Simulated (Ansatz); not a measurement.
SnO:
```
CELL_PARAMETERS angstrom
      3.30916     0.00000     0.00000
     -1.65458     2.86582     0.00000
      0.00000     0.00000     3.29482
ATOMIC_POSITIONS crystal
  Sn 0.00000 0.00000 0.00000
  O  0.66667 0.33333 0.50000
```

Relaxed with r²SCAN. Special points in fractions of this cell's reciprocal vectors: Γ (0.000, 0.000, 0.000); M (0.500, 0.000, 0.000); K (0.333, 0.333, 0.000); A (0.000, 0.000, 0.500); L (0.500, 0.000, 0.500); H (0.333, 0.333, 0.500).

Task: List the band energies nearest the Fermi level at these points for DFT-r²SCAN in the program Ansatz with PAW potentials.

Result: In eV from the Fermi level; about four levels below and three above (degenerate sets whole), none deeper than 8.9 eV; … stands for higher levels left out; points with the same levels are listed once.

```
k                    below           above
-  -----------------------  --------------
Γ  -7.37 -4.24 -3.08 -3.08     7.33 7.33 …
M  -8.50 -4.00 -3.27 -2.06     1.00 6.85 …
K        -8.00 -5.99 -3.15  0.73 1.43 2.03
A              -2.80 -2.80     0.22 0.39 …
L  -6.64 -5.81 -4.13 -3.11     2.53 4.08 …
H  -5.49 -4.06 -3.66 -0.85          4.95 …
```

Space group P-6m2. A made-up cell: these elements were put on the sites of a structure type; neither database checked (COD, Materials Project) lists it. It is not the phase usual at ambient conditions (space group No. 129). Symmetry was held in the r²SCAN relaxation; whether a distortion lowers the energy is not shown. Scalar-relativistic: spin–orbit coupling is off unless named, which matters more the heavier the elements.

Potentials: the later of the program's two PAW sets.
